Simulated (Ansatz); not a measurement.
**Structure map: energy, volume and gap of polymorphs**

A comparison from first-principles data. Relaxing one composition in several structure types shows which are competitive, which pressure would favour, and how volume and gap change with structure.

The reference row is WGe2, Al2Cu type, I4/mcm. The reference is the lowest phase computed, which need not be the stable form in nature.

Where the numbers come from (Ansatz, a plane-wave PAW program): energy: PBE, total energy at 0 K with the change to a 700 eV cutoff added (comparable within one formula alone); volume per atom: PBE, relaxed cell; gap: PBE; bulk modulus: PBE, equation-of-state fit.

Model: ΔE = E − E_ref; ΔV = V − V_ref; temperature scale ΔE/k_B = 11.605 K/meV × ΔE.

```
crystal                              E (eV/atom)  V (Å³/atom)  gap (eV)  B₀ (GPa)  ΔE (meV/atom)  ΔV (Å³/atom)  ΔE/k_B (K)
-----------------------------------  -----------  -----------  --------  --------  -------------  ------------  ----------
WGe2, C49 type, Cmcm                   −6324.516        15.86      0.00       153          297.0         −1.10        3400
WGe2, Al2Cu type, I4/mcm, reference    −6324.813        16.96      0.00       157            0.0          0.00           0
WGe2, AlB2 type, P6/mmm                −6324.300        16.47      0.00       133          513.0         −0.49        6000
WGe2, fluorite or antifluorite type    −6324.227        19.20      0.00       117          586.0          2.24        6800
WGe2, C54 type, Fddd                   −6324.723        15.51      0.00         –           90.0         −1.45        1000
```

Model phases, started by placing the elements on a structure type or from a typed cell, with no claim that they are known: WGe2, C49 type, Cmcm; WGe2, Al2Cu type, I4/mcm; WGe2, AlB2 type, P6/mmm; WGe2, fluorite or antifluorite type; WGe2, C54 type, Fddd. No gap (0.00) means none at this level, which can close a small real gap. Spin–orbit coupling is left out unless named.

For WGe2, C49 type, Cmcm, step by step:

1. ΔE = 1000 × (−6324.516 − (−6324.813)) = 297.0 meV/atom
2. ΔV = 15.86 − 16.96 = −1.10 Å³/atom
3. ΔE/k_B: 11.605 × 297.0 = 3400 K

In order of ΔE, lowest first: WGe2, Al2Cu type, I4/mcm (0.0 ± 5.0), WGe2, C54 type, Fddd (90.0 ± 5.0), WGe2, C49 type, Cmcm (297.0 ± 5.0), WGe2, AlB2 type, P6/mmm (513.0 ± 5.0), WGe2, fluorite or antifluorite type (586.0 ± 5.0). The ± follows from allowances picked for this note (energy 0.004 eV/atom, 3 meV/atom on the figure itself), carried to first order and added in quadrature, each row's own inputs moving alone; ≈ joins neighbours closer than their two ± added in quadrature.

Pareto front for low ΔE and low volume per atom: WGe2, Al2Cu type, I4/mcm (0.0, 16.96); WGe2, C54 type, Fddd (90.0, 15.51). The reference is on the front.

Denser than the reference, so favoured by pressure; with fixed volumes the enthalpies cross at P ≈ 0.1602 ΔE/|ΔV|: WGe2, C54 type, Fddd 0.1602 × 90.0/1.45 = 9.9 GPa, WGe2, C49 type, Cmcm 0.1602 × 297.0/1.10 = 43 GPa, WGe2, AlB2 type, P6/mmm 0.1602 × 513.0/0.49 = 170 GPa. Each is against the reference alone, so another phase may come first, and differences in compressibility move them.

Vibrational free energy is left out, and phases that were not computed could lie lower. Rows are a sample of the computed phases of this formula. Limits of the draw: a spread of over 30 meV/atom, none over 0.9 eV/atom above the reference, within 8 meV/atom of the lowest or within 3 meV/atom of a neighbour. As a rule kept out of such tables: 4f compounds, open-shell compounds run without a Hubbard term, cells found unstable in the tests at hand, cells close to a higher symmetry, and runs set to a pressure or over 12 % in volume from the crystal's fullest run. A dash marks a value that is not given here.
